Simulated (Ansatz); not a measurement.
Method: r2SCAN, no spin polarisation; PAW, plane waves to 500 eV, 5×5×5 Γ-centred mesh, cold occupations (width 0.0601 eV) (Ansatz 0.2.0), atoms fixed.

Computed maps in the lattice plane spanned by a (left to right, 5.83 Å, 18 points from zero) and b (bottom to top, 5.83 Å, 18 points from zero), 90° apart, at height 0.000 along c. The fields are smooth PAW ones with compensation charges, not the true ones near nuclei.

Valence density. Digits on a logarithmic scale: 0 up to 0.03 e/Å³, each further digit a factor of 1.6, 9 from 1.3 e/Å³ up:
```
344433210001233444
444443221112234444
444444322222344444
334444433333444443
233444444444444433
222344556665544322
112234578987543221
001234689998643210
001234699999643210
001234689998643210
112234578987543221
222344556665544322
233444444444444433
334444433333444443
444444322222344444
444443221112234444
344433210001233444
134432210001223443
```

ELF. Ten even steps from '0' (0.00) to '9' (0.66):
```
005753110001235750
258975310002468985
579997521113689997
458987532234678975
236876555556667753
124666776667755531
012346765456753211
000135651015652100
000125640104652100
000125651015653100
011235765456764321
113555776667766642
235776665555567863
457987643223578985
579998631112579997
258986420001357985
005753210001135750
002542100000124520
```

Problem. The cell is BeGe2Te4. Which atoms lie within 0.2 Å of this plane, and where (fractions of a and b)?

Solution. Be at (0.00, 0.00), Ge at (0.50, 0.50). The whole cell:
```xyz
7
Lattice="0.0000 5.8255 0.0000 5.8255 0.0000 0.0000 2.9127 2.9127 -5.8212" Properties=species:S:1:pos:R:3 pbc="T T T"
Be    0.0000    0.0000    0.0000
Ge    2.9127    2.9127    0.0000
Ge    2.9127    5.8255   -2.9106
Te    4.4274    4.3108   -4.3077
Te    1.3981    4.3108   -1.5135
Te    7.2236    7.3401   -4.3077
Te    4.4274    1.5146   -1.5135
```

Origin: a known structure type with other elements, at an estimated volume, so it need not be a known compound. Caveats: atoms or cell far from equilibrium.
